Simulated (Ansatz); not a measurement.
# WC: from a starting cell to a relaxed one

The start is a randomly generated symmetric cell of WC (space group No. 11). The cell and all atomic positions are relaxed at zero pressure with PBE (plane waves to 420 eV, PAW, scalar-relativistic; Ansatz, an electronic-structure program). First-step values are on the input's coarse k-mesh.

Ansatz input (later rounds restart from its end on a renewed k-mesh):
Ansatz 0.2 input:
```yaml
crystal:
  lattice:
    - [2.8561615, 0, 0]
    - [0, 10.2237966, 0]
    - [-1.1699344, 0, 3.8925372]
  atoms:
    - { symbol: C, position: [0.5, 0, 0] }
    - { symbol: C, position: [0.5, 0.5, 0] }
    - { symbol: C, position: [0, 0, 0] }
    - { symbol: C, position: [0, 0.5, 0] }
    - { symbol: W, position: [0.5, 0, 0.5] }
    - { symbol: W, position: [0.5, 0.5, 0.5] }
    - { symbol: W, position: [0.81098799, 0.25, 0.63755931] }
    - { symbol: W, position: [0.18901201, 0.75, 0.36244069] }
basis: { ecutwfc: 420, ecutrho_ratio: 4, xc_grid: 2, fft_grid_basis: typed }
kpoints: { mp_grid: { grid: [8, 3, 6] } }
hamiltonian:
  xc: pbe
  dispersion: none
  pseudopotentials: { kind: paw }
scf: { occupations: { method: fermi_dirac, width: 0.05 } }
relax: { f_tol: 0.01, max_steps: 100, cell: { stress_tol: 0.02 } }
output: { forces: true, stress: true }
```

Task: Which atoms feel the largest initial force, and how large is it?

Result: About 0.7 eV/Å, on W7, W8 (atoms numbered as listed).

Task: Does the structure survive the relaxation? Give the final space group.

Result: The space group goes from P2₁/m (No. 11) to Cmcm (No. 63), with 8 atoms in the primitive cell.

Task: By how much does the energy per atom fall from start to end?

Result: 1.23 eV/atom.

Task: How does the volume change?

Result: -14.0 %, from 14.21 to 12.22 Å³/atom.

Task: How do the shortest distances between atoms change?

Result: The closest pairs of elements (up to four, under 3.6 Å), start → end: C–C 1.43 → 2.51 Å; C–W 2.03 → 2.08 Å; W–W 2.71 → 2.85 Å.

Task: Give the final cell and atomic positions.

Result: 
```cif
data_C8W8
_chemical_formula_sum 'C8 W8'
_space_group_name_H-M_alt 'Cmcm'
_space_group_IT_number 63
_space_group_name_Hall '-C 2c 2'
_cell_length_a 5.02954
_cell_length_b 6.81558
_cell_length_c 5.70581
_cell_angle_alpha 90.000
_cell_angle_beta 90.000
_cell_angle_gamma 90.000
loop_
_atom_site_label
_atom_site_type_symbol
_atom_site_symmetry_multiplicity
_atom_site_Wyckoff_symbol
_atom_site_fract_x
_atom_site_fract_y
_atom_site_fract_z
_atom_site_occupancy
C1 C 8 d 0.25000 0.25000 0.00000 1
W1 W 4 a 0.00000 0.00000 0.00000 1
W2 W 4 c 0.00000 0.37398 0.25000 1
```
(The calculation used a cell of 8 atoms; values per cell refer to that cell.)

Final values are on a 12×12×8 k-mesh of the relaxed cell. No spin polarisation in the result.

The run could not lose the symmetry of its start: the end is stationary, and may be a saddle point rather than a minimum.

The relaxed structure here is a generated cell of WC: the first start was made by a random draw of sites in a space group, and the end was not matched to a known phase here, so it may be hypothetical. Known forms of WC include space group No. 187.
